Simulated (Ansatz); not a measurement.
All numbers below come from DFT PBE, scalar-relativistic, plane waves, PAW in Ansatz 0.2.0. Settings: cutoff 420 eV, Γ-centred meshes spaced at most about 0.3 Å⁻¹, and about 0.25 Å⁻¹ or finer for metals (2π included), Gaussian smearing. Collinear spin in cells that started with moments and kept them past the coarse steps, no spin elsewhere.

These are static total energies at zero pressure. All come from trial cells, and lower structures may exist.

Task: These unrelaxed guesses for NbBiF are each relaxed within their symmetry. Order them by the energy at which they end, lowest first.
1.

```xyz
3
Lattice="4.2214 0.0000 0.0000 -2.1107 3.6558 0.0000 0.0000 0.0000 4.5633" Properties=species:S:1:pos:R:3 pbc="T T T"
Nb    0.0000    2.4372    2.4439
Bi    2.1107    1.2186    2.0886
F     0.0000    0.0000    0.0308
```

2.

```xyz
3
Lattice="3.7483 0.0000 0.0000 0.0000 3.7873 0.0000 0.0000 0.0000 3.8663" Properties=species:S:1:pos:R:3 pbc="T T T"
Nb    1.8741    1.8937    0.0000
Bi    0.0000    0.0000    0.0000
F     1.8741    1.8937    1.9332
```

3.

```xyz
6
Lattice="3.3678 0.0000 0.0000 0.0000 3.3678 0.0000 0.0000 0.0000 8.5261" Properties=species:S:1:pos:R:3 pbc="T T T"
Nb    0.0000    1.6839    2.8562
Nb    1.6839    0.0000    5.6698
Bi    0.0000    1.6839    7.6735
Bi    1.6839    0.0000    0.8526
F     0.0000    1.6839    5.2606
F     1.6839    0.0000    3.2655
```

4.

```xyz
3
Lattice="3.3419 0.0000 0.0000 0.0000 3.3419 0.0000 0.0000 0.0000 5.3671" Properties=species:S:1:pos:R:3 pbc="T T T"
Nb    0.0000    0.0000    0.0000
Bi    1.6709    1.6709    2.6835
F     0.0000    0.0000    2.6835
```

Result: 2 (ends in P4/mmm, 0 meV/atom), 3 (ends in P4/nmm, 118 meV/atom), 1 (ends in P-6m2, 149 meV/atom), 4 (ends in P4/mmm, 0.61 eV/atom).

No dispersion correction is applied, so the spacing and binding between layers, chains or molecules are poorly described (P4/nmm), and this can change margins and order among such cells. Spin–orbit coupling, which can matter for Bi, is left out. In P4/mmm at 22.7 Å³/atom, P4/mmm at 20.8 Å³/atom an odd number of electrons in the primitive cell allows no gap without spin; a larger cell or a magnetic state could open one. A magnetic state wasn't ruled out in cells without spin, among them P4/mmm at 22.7 Å³/atom, P4/nmm, P4/mmm at 20.8 Å³/atom. The magnetic state reached may not be the lowest. Cells relaxed within their symmetry can be saddle points. Some types were kept out of the candidates beforehand, so the set may lack a known form.
